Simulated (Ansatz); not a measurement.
W$_{2}$C:
```cif
data_CW2
_chemical_formula_sum 'C1 W2'
_space_group_name_H-M_alt 'P-3m1'
_space_group_IT_number 164
_space_group_name_Hall '-P 3 2"'
_cell_length_a 3.06095
_cell_length_b 3.06095
_cell_length_c 4.67901
_cell_angle_alpha 90.000
_cell_angle_beta 90.000
_cell_angle_gamma 120.000
loop_
_atom_site_label
_atom_site_type_symbol
_atom_site_symmetry_multiplicity
_atom_site_Wyckoff_symbol
_atom_site_fract_x
_atom_site_fract_y
_atom_site_fract_z
_atom_site_occupancy
C1 C 1 a 0.00000 0.00000 0.00000 1
W1 W 2 d 0.33333 0.66667 0.25341 1
```

Relaxed with PBE.

Question: Tabulate the valence density and the electron localisation function along the shortest W–W contact (2.91 Å), plane-wave PAW PBE (Ansatz code).

Answer: 

```
distance from W (Å)  density (e/Å³)   ELF
-------------------  --------------  ----
0.29                           5.19  0.34
0.44                           5.20  0.64
0.58                           3.99  0.72
0.73                           2.40  0.64
0.87                           1.22  0.42
1.02                           0.63  0.26
1.16                           0.43  0.27
1.31                           0.35  0.37
1.45                           0.34  0.43
1.60                           0.35  0.37
1.74                           0.43  0.27
1.89                           0.63  0.26
2.03                           1.22  0.42
2.18                           2.40  0.64
2.33                           3.99  0.72
2.47                           5.20  0.64
2.62                           5.19  0.34
```

The density is the valence pseudo-density with augmentation charge, so density and ELF within about 1 Å of a nucleus are not all-electron values.

Symmetry was held in the PBE relaxation. The run is not spin-polarised. Spin–orbit coupling is left out wherever it is not named.

Potentials: the later of the program's two PAW sets.
